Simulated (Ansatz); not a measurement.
**Field gradients at the nuclei in H4NClO**

The cell is a refined structure from the COD, its atoms then relaxed with PBE in this cell.

```
H N Cl O
1.0
     6.89550    0.00000    0.00000
     0.00000    5.92180    0.00000
    -3.94579    0.00000    6.58152
H N Cl O
16 4 4 4
Direct
  0.78291 0.02707 0.14098
  0.21709 0.52707 0.35902
  0.21709 0.97293 0.85902
  0.78291 0.47293 0.64098
  0.91842 0.17351 0.36761
  0.08158 0.67351 0.13239
  0.08158 0.82649 0.63239
  0.91842 0.32649 0.86761
  0.74108 0.48526 0.18754
  0.25892 0.98526 0.31246
  0.25892 0.51474 0.81246
  0.74108 0.01474 0.68754
  0.62626 0.14993 0.22968
  0.37374 0.64993 0.27032
  0.37374 0.85007 0.77032
  0.62626 0.35007 0.72968
  0.77374 0.16416 0.22311
  0.22626 0.66416 0.27689
  0.22626 0.83584 0.77689
  0.77374 0.33584 0.72311
  0.25939 0.18664 0.10171
  0.74061 0.68664 0.39829
  0.74061 0.81336 0.89829
  0.25939 0.31336 0.60171
  0.76054 0.35812 0.11042
  0.23946 0.85812 0.38958
  0.23946 0.64188 0.88958
  0.76054 0.14188 0.61042
```

Atom numbers follow the list; atoms alike are taken as one site, whose name carries the number of the first.

Method: Kohn–Sham DFT in Ansatz, PBE, plane waves and PAW, scalar-relativistic, 420 eV cutoff, Γ-centred 5×5×5 k-points, Fermi–Dirac smearing 0.05 eV.

V_zz is the principal component of the electric field gradient with the largest magnitude, η = (V_xx − V_yy)/V_zz and C_Q = eQV_zz/h.

2H: I = 1, Q = 2.858 mb; N-14: I = 1, Q = 20.44 mb; ³⁷Cl: I = 3/2, Q = -63.93 mb; 17O: I = 5/2, Q = -25.58 mb. Nuclear quadrupole moments: year-2017 set (Pyykkö).

(1) Give the quadrupolar parameters of the distinct sites.

Answers

(1) 

```
site  atoms (order as listed)                                                        first shell  V_zz (10²¹ V/m²)     η  C_Q (MHz)
  H1               1, 2, 3, 4                  1 N at 1.05 Å; also 1 O at 1.97 Å, 1 Cl at 2.14 Å              2.42  0.06      0.167
  H5               5, 6, 7, 8                  1 N at 1.04 Å; also 1 O at 2.02 Å, 1 Cl at 2.26 Å              2.62  0.07      0.181
  H9            9, 10, 11, 12                  1 O at 1.01 Å; also 1 N at 1.92 Å, 1 Cl at 2.01 Å              2.73  0.25      0.189
 H13           13, 14, 15, 16                  1 N at 1.05 Å; also 1 O at 2.02 Å, 1 Cl at 2.20 Å              2.53  0.06      0.175
   N           17, 18, 19, 20              3 H at 1.04–1.05 Å, 1 O at 1.41 Å; also 1 H at 1.92 Å              8.07  0.09       3.99
  Cl           21, 22, 23, 24                        4 H at 2.01–2.26 Å; also 5 N at 3.16–3.43 Å             -2.07  0.86       3.20
   O           25, 26, 27, 28  1 H at 1.01 Å, 1 N at 1.41 Å, angle 104°; also 3 H at 1.97–2.02 Å              25.3  0.79      -15.7
```

At H1, H5 and H13 V_zz points along its bond to N (within 2°) in each case. At H9 V_zz points along its bond to O (within 2°).

The lattice is static: at room temperature NH₃ may turn and average the couplings of its hydrogen. The entry's hydrogen positions were far off; the other atoms hardly move on relaxation.
